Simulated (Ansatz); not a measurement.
KTaO3:
```cif
data_KO3Ta
_chemical_formula_sum 'K1 O3 Ta1'
_space_group_name_H-M_alt 'Pm-3m'
_space_group_IT_number 221
_space_group_name_Hall '-P 4 2 3'
_cell_length_a 4.02438
_cell_length_b 4.02438
_cell_length_c 4.02438
_cell_angle_alpha 90.000
_cell_angle_beta 90.000
_cell_angle_gamma 90.000
loop_
_atom_site_label
_atom_site_type_symbol
_atom_site_symmetry_multiplicity
_atom_site_Wyckoff_symbol
_atom_site_fract_x
_atom_site_fract_y
_atom_site_fract_z
_atom_site_occupancy
K1 K 1 b 0.50000 0.50000 0.50000 1
O1 O 3 d 0.00000 0.00000 0.50000 1
Ta1 Ta 1 a 0.00000 0.00000 0.00000 1
```

Relaxed with PBE.

Task: Give the optical modes at the zone centre with their infrared and Raman activity from DFPT, PBE in the plane-wave PAW code Ansatz.

Result: Transverse frequencies, without the LO–TO term; a row sums one degenerate level.

| ω (cm⁻¹) | degeneracy | IR ((D/Å)²/amu) | Raman (Å⁴/amu) | activity | symmetry |
|---|---|---|---|---|---|
| 83i | 3 | 170.44 | 0 | IR | T1u |
| 178 | 3 | 13.78 | 0 | IR | T1u |
| 264 | 3 | 0.00 | 0 | silent | T2u |
| 503 | 3 | 57.92 | 0 | IR | T1u |

Task: How high does the top mode go among those that the LO–TO term moves?

Result: 760 cm⁻¹ for q along x.

Symmetry was held in the PBE relaxation. At this level the phase is dynamically unstable (imaginary phonons). No spin polarisation was allowed. Spin–orbit coupling is left out wherever it is not named.

Potentials: the later of the program's two PAW sets.
